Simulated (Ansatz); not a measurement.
## TiWN2: rattling a relaxed structure

The structure comes from a generated guess, relaxed at this level; another structure or a mixture of phases may lie lower.

Theory: Ansatz 0.2.0, DFT PBE, scalar-relativistic, plane waves, PAW. Cutoff 420 eV; k points 18×18×8 on the computed 4-atom cell (Γ-centred); Gaussian smearing, width 0.10 eV; no spin polarisation.

The cell below (4 atoms, space group P-6m2 (No. 187)) is relaxed within its symmetry.

```
CELL_PARAMETERS angstrom
2.86895 0.00000 0.00000
-1.43447 2.48458 0.00000
0.00000 0.00000 5.62296
ATOMIC_POSITIONS crystal
Ti 0.33333 0.66667 0.50000
W 0.33333 0.66667 0.00000
N 0.00000 0.00000 0.75823
N 0.00000 0.00000 0.24177
```

For the test a repeat of it with 8 atoms (edges 2.87, 4.97, 5.62 Å) was strained at random (σ = 1.5 % a component), the atoms were moved at random (σ = 0.05 Å), and all was relaxed again on a coarse 8×4×4 mesh (in the run’s order of axes) with 0.20 eV smearing, with no symmetry imposed.

These runs have no spin–orbit coupling, which can matter for W.

Question: What happens?

Answer: It returns, within 1 meV/atom of the unmoved cell on that mesh and with the same symmetry when read at 0.1 Å. So it is stable against the distortions that fit this cell and that this random move excites. Modes that don't fit the cell aren't tested.
